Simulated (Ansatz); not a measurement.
**OsTe (zincblende structure)**

Level of theory: DFT, r²SCAN, scalar-relativistic, collinear spin; plane waves to 500 eV with PAW datasets (Ansatz 0.2.0), 10×10×10 k-mesh, Gaussian smearing of 0.05 eV. The datasets are Ansatz's generated set soft_2.

```cif
data_structure
_symmetry_space_group_name_H-M 'F-43m'
_symmetry_Int_Tables_number 216
_cell_length_a 5.8600
_cell_length_b 5.8600
_cell_length_c 5.8600
_cell_angle_alpha 90.000
_cell_angle_beta 90.000
_cell_angle_gamma 90.000
_cell_volume 201.23
loop_
_atom_site_label
_atom_site_type_symbol
_atom_site_symmetry_multiplicity
_atom_site_Wyckoff_symbol
_atom_site_fract_x
_atom_site_fract_y
_atom_site_fract_z
_atom_site_occupancy
Os1 Os 4 a 0.00000 0.00000 0.00000 1
Te1 Te 4 d 0.25000 0.25000 0.75000 1
```

The cell came from substitution into a structure type; whether the compound takes it is for experiment to say.

Magnetic state: non-magnetic, site spin moments none.

The cell above was scaled in volume, its shape and atoms being fixed by the lattice's symmetry. Energies are counted from the cell above.

```csv
V (Å³/atom),ΔE (meV/atom),P from the stress (GPa)
24.148,17.26,5.72
24.651,4.15,2.70
25.154,0.00,0.00
25.657,3.83,-2.39
26.160,14.73,-4.51
26.915,42.63,-7.25
```

Q: Do the energies and the pressures agree? Compare −ΔE/ΔV between neighbouring points (1 meV/Å³ = 0.1602 GPa) with the mean of their pressures.

A: 
```csv
interval (Å³/atom),−ΔE/ΔV (GPa),mean P (GPa)
24.15 to 24.65,4.2,4.2
24.65 to 25.15,1.3,1.3
25.15 to 25.66,-1.2,-1.2
25.66 to 26.16,-3.5,-3.4
26.16 to 26.91,-5.9,-5.9
```
They differ by 0.04 GPa at most.

Q: What do the two routes give for V0, B0 and B0′?

A: A third-order Birch–Murnaghan fit of the energies: V0 = 25.15 Å³/atom, B0 = 127 GPa, B0′ = 4.9. A polynomial of P in ln V, with B = −dP/d ln V at P = 0: V0 = 25.15 Å³/atom, B0 = 127 GPa, B0′ = 4.9.

B0·V0 = 126.7 GPa × 25.15 Å³ = 19.90 eV/atom sets the scale: near the minimum ΔE ≈ ½ B0 V0 x², with x = V/V0 − 1, and a pressure of 1.3 GPa squeezes the volume by about 1 %. At the ends of the curve: x = −4.0 % predicts 15.9 meV/atom and the run gives 17.3; x = +7.0 % predicts 48.7 meV/atom and the run gives 42.6. The curve is steeper than the parabola on the compressed side and flatter on the expanded side: the bulk modulus rises with pressure.

Scalar-relativistic only: spin–orbit splittings of the heavy atoms' levels are missing. The run is a metal.
